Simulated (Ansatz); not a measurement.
RbHgF$_{3}$ (cubic perovskite, space group No. 221), PBEsol in the plane-wave PAW code Ansatz. The conduction-band minimum lies at Γ, with 1 equivalent valley. Second derivatives d²E/dk² of the lowest band at one valley (eV·Å²), along Cartesian directions:

```
direction  d²E/dk²
---------  -------
[100]        22.74
[010]        22.74
[001]        22.74
[110]        22.73
[101]        22.73
[011]        22.73
```

Find the principal effective masses, the density-of-states mass and the conductivity mass.

Off-diagonal terms follow from H_xy = H[110] − (H_xx + H_yy)/2, and m*/mₑ = 7.620 eV·Å² over each eigenvalue: 0.33, 0.33, 0.34. One valley's DOS mass (m₁m₂m₃)^(1/3) = 0.34, conductivity mass 3/(Σ 1/mᵢ) = 0.34 mₑ.

What effective density of states Nc follows at 300 K for parabolic valleys?

Nc = 2.509e19 × 1 × (0.34)^(3/2) ≈ 5.0e18 cm⁻³.

Space group Pm-3m (cubic perovskite). The first step of the workflow began from a Materials Project structure, measured or hypothetical; the Crystallography Open Database files this formula in space group No. 221, but the cells were not matched. Its standing as an ambient phase is unchecked. Symmetry was held in the PBEsol relaxation; its stability against distortions is not shown here. Spin–orbit coupling is left out wherever it is not named.

Potentials: the later of the program's two PAW sets.

Edges and masses are those of Kohn–Sham bands, whose gap is no quasiparticle gap.
